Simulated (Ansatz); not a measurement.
# What settings do to one calculation: (110) superlattice of 4 and 2 atomic planes of zincblende GaP and AlP, in-plane a of GaP, 12 atoms

Ansatz (PAW, plane waves), atoms fixed. The base input:

```yaml
crystal:
  lattice:
    - [2.719244, -2.719244, 0.000000]
    - [0.000000, 0.000000, 5.438488]
    - [-8.185305, -8.185305, 0.000000]
  atoms:
    - { symbol: Al, position: [0.989441, 0.997368, 0.665323] }
    - { symbol: Al, position: [0.506928, 0.496537, 0.829228] }
    - { symbol: Ga, position: [0.988071, 0.994200, 0.000922] }
    - { symbol: Ga, position: [0.999818, 0.998825, 0.335823] }
    - { symbol: Ga, position: [0.497847, 0.495590, 0.498855] }
    - { symbol: Ga, position: [0.501348, 0.499097, 0.167098] }
    - { symbol: P, position: [0.999943, 0.246780, 0.500816] }
    - { symbol: P, position: [0.997335, 0.244636, 0.833319] }
    - { symbol: P, position: [0.001329, 0.250792, 0.165625] }
    - { symbol: P, position: [0.499618, 0.749060, 0.332128] }
    - { symbol: P, position: [0.496729, 0.751628, 0.666519] }
    - { symbol: P, position: [0.505105, 0.748923, 0.000793] }
kpoints:
  mp_grid: { grid: [4, 3, 1] }
hamiltonian:
  xc: pbesol
scf:
  occupations: { method: fermi_dirac, width: 0.01 }
output:
  forces: true
  eigenvalues: true
  stress: true
  populations: true
```

Command:

```sh
ansatz run in.yaml --threads 7 --pin off --max-ram 13300MiB --runs-dir r --events-out ev --progress --plain
```

It converged in 8 iterations and 2.9 s of wall time on 7 threads of a Neoverse-V2 processor, on a host shared with other runs; peak host memory 0.86 GiB; largest force component 0.64 eV/Å, pressure 0.66 GPa. The cutoff was the default, 420 eV. The base isn't a converged reference: it has few k points, and its atoms are unrelaxed. Each run below changes the keys shown and caps the iterations.

| run | changed | ending | iterations | free energy less the base (meV per atom) | rms change of forces (eV/Å) | change of pressure (GPa) | wall time (s, shared host) |
| --- | --- | --- | --- | --- | --- | --- | --- |
| 1 | xc lda, max_iter 90 | converged | 8 | other zero | 0.022 | -2.09 | 2.7 CPU |
| 2 | occupations methfessel_paxton, xc_grid 2 (2 is the default), max_iter 80 | converged | 8 | 0.0 | 0.000 | 0.00 | 2.5 CPU |
| 3 | xc_grid 3 (2 is the default), max_iter 70 | converged | 8 | 0.0 | 0.000 | 0.00 | 2.3 CPU |
| 4 | mixing beta 0.6, max_iter 50 | converged | 7 | 0.0 | 0.000 | 0.00 | 2.3 CPU |
| 5 | xc rpbe, occupations gaussian, max_iter 80, total_charge 2 | converged | 11 | other zero | 0.185 | 7.07 | 3.5 CPU |
| 6 | xc rpbe, ecutrho_ratio 2, xc_grid 2 (2 is the default), max_iter 100 | converged | 9 | other zero | 0.074 | 4.94 | 3 CPU |
| 7 | dr2_threshold 1e-12, max_iter 60 | converged | 14 | 0.0 | 0.000 | 0.00 | 3.6 CPU |
| 8 | mixing beta 1.0, ecutwfc 350 eV, xc_grid 1 (2 is the default), max_iter 100 | converged | 8 | 7.3 | 0.002 | 0.04 | 2.7 CPU |
| 9 | width 0.001 eV, max_iter 80 | converged | 8 | 0.0 | 0.000 | 0.00 | 2.9 CPU |
| 10 | initial_magnetization 8, max_iter 60 | converged | 15 | 0.0 | 0.000 | 0.00 | 7 CPU |

«Other zero»: another functional, charge or dispersion term moves the zero of energy, so the difference says nothing of accuracy.

Q: Which changes leave the result alone, and which of the same physical model moves the forces most?

A: The forces move by under 0.002 eV/Å in runs 2, 3, 4, 7, 8, 9, 10. Among the runs with the same functional, charge and dispersion term, none moves them by over 0.01 eV/Å.
